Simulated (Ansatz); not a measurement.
Values for one crystal, relaxed and computed with the program Ansatz at the PBEsol level (PAW); other levels are named.

```yaml
volume_per_atom: 10.62 Å³
electronic_character: metallic (no gap)
Elastic constants (relaxed ions, GPa): C11 = 316, C12 = 179, C44 = 151
Poisson's ratio: 0.29
Bulk modulus (Birch–Murnaghan fit): 227 GPa
Pressure derivative B′: 4.8
Density of states at the Fermi level: 0.80 states/eV per atom (mean over ±0.08 eV)
```

Q: Which of these materials gives this?
A) FeNi3, Cu3Au type
B) IrW, Pmma (Ir on 2f, W on 2e)
C) TiPd, Pmma (Ti on 2e, Pd on 2f)
D) AlCu3, Cu3Au type

A: A, FeNi3, Cu3Au type

Space group Pm-3m (Cu3Au type). The PBEsol relaxation kept the symmetry of its start. Spin order of the final state: ferromagnetic, chosen from 5 collinear starts compared on coarse meshes (ties went to the first, and starts can fall back to one state), not a proven ground state. Textbook magnetic order: ferromagnetic. As this level gives no gap, shear constants depend on the k-mesh and smearing (Fermi–Dirac, 0.1 eV here).

Potentials: the later of the program's two PAW sets.
